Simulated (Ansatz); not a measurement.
This SrB5Te structure is the end of a relaxation. The cell was found from a structure generator's guess, not taken from experiment.

The calculation used DFT PBE, scalar-relativistic, plane waves, PAW in Ansatz. Cutoff 420 eV, Γ-centred mesh, Gaussian smearing, no spin polarisation.

```yaml
crystal:
  lattice:
    - [3.58418, 0.00000, 0.00000]
    - [0.00000, 3.58418, 0.00000]
    - [0.00000, 0.00000, 7.60795]
  atoms:
    - { symbol: Sr, position: [0.00000, 0.00000, 0.00000] }
    - { symbol: B, position: [0.00000, 0.50000, 0.31011] }
    - { symbol: B, position: [0.50000, 0.50000, 0.78922] }
    - { symbol: B, position: [0.50000, 0.50000, 0.21078] }
    - { symbol: B, position: [0.50000, 0.00000, 0.68989] }
    - { symbol: B, position: [0.50000, 0.50000, 0.00000] }
    - { symbol: Te, position: [0.00000, 0.00000, 0.50000] }
```

The zero of energy is the elements' standard structures at the same level; no fitted shifts are applied.

(1) What space group does it have?

(2) How far does it lie from the elements in energy?

(3) Is it a metal?

Results:

(1) P-4m2 (No. 115). Conventional cell: a = 3.584 Å, c = 7.608 Å. Sr is surrounded by 4 B at 2.53 Å and 12 B at 2.96–3.00 Å; B on a site of symmetry 2mm has 2 B at 1.94 Å, 2 Te at 2.30 Å, 2 B at 2.96 Å and 2 Sr at 2.96 Å; B on a second site of symmetry 2mm is surrounded by 1 B at 1.60 Å, 2 B at 1.94 Å and 4 Sr at 3.00 Å; Te has 4 B at 2.30 Å, 8 B at 3.36 Å, 4 Te at 3.58 Å and 2 Sr at 3.80 Å; 1 more site not described.

(2) +0.47 eV/atom. The separate elements lie lower, so it is unstable against them.

(3) Yes, bands cross the Fermi level on the 10×10×6 mesh.

The last run used a 10×10×6 mesh (in the run's order of axes) for its 7-atom cell and Gaussian smearing of 0.10 eV. These runs have no spin–orbit coupling, which can matter for Te. The cell is a metal run without spin; a magnetic state may lie lower. The reference form of Te is held partly by dispersion forces, which this level lacks. This cell was reached by moving the atoms of another relaxed cell at random and relaxing again, last within the group found; it had no such test of its own.
